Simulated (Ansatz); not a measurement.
Si3N4: sound and stiffness along [100], [110] and [111]

Method: DFT PBEsol, scalar-relativistic, plane waves, PAW in Ansatz. Cutoff 420 eV, 6×6×6 k-points (Γ-centred), fixed occupations. No spin polarisation.

Relaxed structure:
```
Si N
1.0
     0.00000    3.87181    3.87181
     3.87181    0.00000    3.87181
     3.87181    3.87181    0.00000
Si N
6 8
Direct
  0.12500 0.12500 0.62500
  0.12500 0.62500 0.12500
  0.62500 0.12500 0.12500
  0.12500 0.12500 0.12500
  0.75000 0.75000 0.75000
  0.50000 0.50000 0.50000
  0.36755 0.36755 0.36755
  0.35265 0.88245 0.88245
  0.88245 0.88245 0.35265
  0.88245 0.35265 0.88245
  0.36755 0.36755 0.89735
  0.36755 0.89735 0.36755
  0.88245 0.88245 0.88245
  0.89735 0.36755 0.36755
```

With ions relaxed, on the cubic axes: C11 = 535.5, C12 = 194.3, C44 = 331.5 GPa. The density is 4.013 g/cm³. Zone-centre modes weren't checked beside this run.

Q: Is the crystal stable against strain, and how anisotropic is it?

A: Born's conditions hold: C11 + 2C12 = 924.2, C11 − C12 = 341.2 and C44 = 331.5 GPa are all positive. B = (C11 + 2C12)/3 = 308.1 GPa. The two shear moduli are C44 and C′ = (C11 − C12)/2 = 170.6 GPa, so Zener's ratio is A = C44/C′ = 1.94: the tetragonal shear C′ is the soft one, as in many fcc and bcc metals and zincblende crystals. The Cauchy pressure C12 − C44 is -137.2 GPa; it would vanish for pair forces between atoms on inversion centres at zero pressure, and a negative value is usual with directional bonding, though many-body forces give one in some ionic oxides too.

Q: Give the sound speeds along the three symmetry directions.

A: The Christoffel equation gives ρv² for each branch:
```csv
direction,branch,ρv²,GPa,v (m/s)
[100],L,C11,535.5,11551
[100],T (×2),C44,331.5,9089
[110],L,(C11 + C12 + 2C44)/2,696.5,13173
[110],"T, u ∥ [001]",C44,331.5,9089
[110],"T, u ∥ [1-10]",(C11 − C12)/2,170.6,6520
[111],L,(C11 + 2C12 + 4C44)/3,750.1,13671
[111],T (×2),(C11 − C12 + C44)/3,224.2,7475
```

Q: How does Young's modulus depend on direction?

A: Inverting gives S11 = 2.315, S12 = -0.616, S44 = 3.016 TPa⁻¹. Along a unit vector (l, m, n), 1/E = S11 − 2(S11 − S12 − S44/2)(l²m² + m²n² + n²l²), where the last bracket is 0, 1/4 and 1/3 for [100], [110] and [111]: E = 432, 624 and 732 GPa. With A > 1 the body diagonal is stiffest. For a film on (001), the biaxial modulus is C11 + C12 − 2C12²/C11 = 589 GPa and the normal strain is −2C12/C11 = -0.73 times the in-plane one.

This form isn't the usual stable structure of the compound.

Cost: 1 run of about 7 core-minutes, on Arm Neoverse N1 (shared hosts).